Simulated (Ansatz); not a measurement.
## Calculated with Ansatz: RhSe₂, relaxation

The command:

```bash
ansatz run input.yaml --threads 2 --pin off --max-ram 3584MiB --backend cpu --events-out ev --progress --plain --runs-dir out
```

The input file (Ansatz 0.2.0, plane waves):

```yaml
crystal:
  lattice:
    - [5.837517, 0.0, 0.0]
    - [0.0, 5.837517, 0.0]
    - [0.0, 0.0, 5.837517]
  atoms:
    - { symbol: Se, position: [0.38, 0.38, 0.38] }
    - { symbol: Se, position: [0.12, 0.62, 0.88] }
    - { symbol: Se, position: [0.88, 0.12, 0.62] }
    - { symbol: Se, position: [0.62, 0.88, 0.12] }
    - { symbol: Se, position: [0.62, 0.62, 0.62] }
    - { symbol: Se, position: [0.88, 0.38, 0.12] }
    - { symbol: Se, position: [0.12, 0.88, 0.38] }
    - { symbol: Se, position: [0.38, 0.12, 0.88] }
    - { symbol: Rh, position: [0.0, 0.0, 0.0] }
    - { symbol: Rh, position: [0.5, 0.0, 0.5] }
    - { symbol: Rh, position: [0.5, 0.5, 0.0] }
    - { symbol: Rh, position: [0.0, 0.5, 0.5] }
  symmetry: { tolerance: 0.0003 }
kpoints:
  mp_grid: { grid: [6, 6, 6], shift: [0, 0, 0] }
magnetization:
  spin_polarized: false
scf:
  occupations: { method: fermi_dirac }
  lower_state_search: "off"
hamiltonian:
  pseudopotentials: { kind: paw }
  xc: r2scan
basis:
  ecutwfc: 500
  fft_grid_basis: typed
relax:
  max_steps: 40
  cell: { p_target: 0.0 }
output:
  forces: true
  stress: true
  eigenvalues: true
  bader: true
  populations: true
  elf: true
  write_potential: true
  volumetric_format: npy
  dos:
    e_range: [-12, 8]
    de: 0.05
    projected: { site_lists: { Rh: [Rh], Se: [Se] } }
  write_density: true
checkpoint:
  read: saved_state
```

Origin of the cell: a known structure type with other elements, at an estimated volume, so it need not be a known compound.

The smearing width isn't typed, so it takes its default of 0.1 eV.

The saved state is a converged single point of the same cell.

Steps («new basis» is an SCF on plane waves selected anew at the same cell):

```tsv
step	ΔF (meV/atom)	max force component (eV/Å)	P (GPa)	volume (Å³)	SCF iterations	step was
1	0.0	0.281	18.06	198.92	7	accepted
2	-92.7	0.037	-3.18	227.85	9	accepted
3	-98.1	0.047	-0.66	222.87	6	accepted
4	-98.8	0.005	-0.39	222.07	7	accepted
5	-98.9	0.001	-0.02	221.35	5	accepted
6	-99.2	0.001	-0.01	221.35	8	new basis
```

Before:

Space group Pa-3 (No. 205); the run's cell has a = 5.838 Å, b = 5.838 Å, c = 5.838 Å, α = 90.00°, β = 90.00°, γ = 90.00°. Shortest distances: Se–Se 2.43 Å, Rh–Se 2.43 Å.

The relaxed structure.

Space group Pa-3 (No. 205); the run's cell has a = 6.049 Å, b = 6.049 Å, c = 6.049 Å, α = 90.00°, β = 90.00°, γ = 90.00°. Shortest distances: Rh–Se 2.51 Å, Se–Se 2.58 Å.

```
CELL_PARAMETERS angstrom
6.04915 0.00000 0.00000
0.00000 6.04915 0.00000
0.00000 0.00000 6.04915
ATOMIC_POSITIONS crystal
Se 0.37711 0.37711 0.37711
Se 0.12289 0.62289 0.87711
Se 0.87711 0.12289 0.62289
Se 0.62289 0.87711 0.12289
Se 0.62289 0.62289 0.62289
Se 0.87711 0.37711 0.12289
Se 0.12289 0.87711 0.37711
Se 0.37711 0.12289 0.87711
Rh 0.00000 0.00000 0.00000
Rh 0.50000 0.00000 0.50000
Rh 0.50000 0.50000 0.00000
Rh 0.00000 0.50000 0.50000
```

| Property | Result |
| --- | --- |
| Free energy lowered by | 99.2 meV/atom |
| Volume change | 11.28 % |
| Final pressure | -0.01 GPa |
| Relaxation steps listed | 6 |
| Formation energy (elements under the same functional, gases as molecules, uncorrected) | -0.456 eV/atom |

Caveats: no moments, though an odd count or open d shells may carry them; the relaxation held the start's symmetry, so the end may be a saddle point.

The run took 2.9 min on 2 threads of Intel(R) Xeon(R) 6975P-C (Granite Rapids), with other jobs on the host, peak memory 1.4 GiB, from a saved density.
